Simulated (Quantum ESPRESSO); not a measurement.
NMR parameters of ZnF$_{2}$ (changed cell)

```
CELL_PARAMETERS angstrom
      4.65591     0.00000     0.00000
      0.00000     4.65591     0.00000
      0.00000     0.00000     3.19555
ATOMIC_POSITIONS crystal
  Zn 0.50000 0.50000 0.50000
  Zn 0.00000 0.00000 0.00000
  F  0.69663 0.69663 0.00000
  F  0.30337 0.30337 0.00000
  F  0.80337 0.19663 0.50000
  F  0.19663 0.80337 0.50000
```
The cell was made here from a computed Materials Project entry: strained by +2 % along the unique axis and by -1 % across it, atoms relaxed (PBE without dispersion, pw.x of a modified build of Quantum ESPRESSO, symmetry kept). The parent is ZnF2 in P4₂/mnm; whether this form has been observed was not checked. Stability against distortions was not tested.

Computed: shieldings by PBE GIPAW (Quantum ESPRESSO, JTH PAW datasets), 22.5 Ha, k-mesh 4×4×6 shifted, f-sum rule met within 0.005 %.

| site | site symmetry | σ_iso (ppm) |
|---|---|---|
| Zn (atoms 1, 2) | mmm | 1803 |
| F (atoms 3, 4, 5, 6) | m2m | 343 |

Shieldings are absolute and leave out the bulk-susceptibility term; a larger σ means a smaller chemical shift. By our sweeps, such settings leave a few ppm in absolute σ on light atoms and up to some 20 ppm from Zn on. Static lattice: thermal averaging is not included.
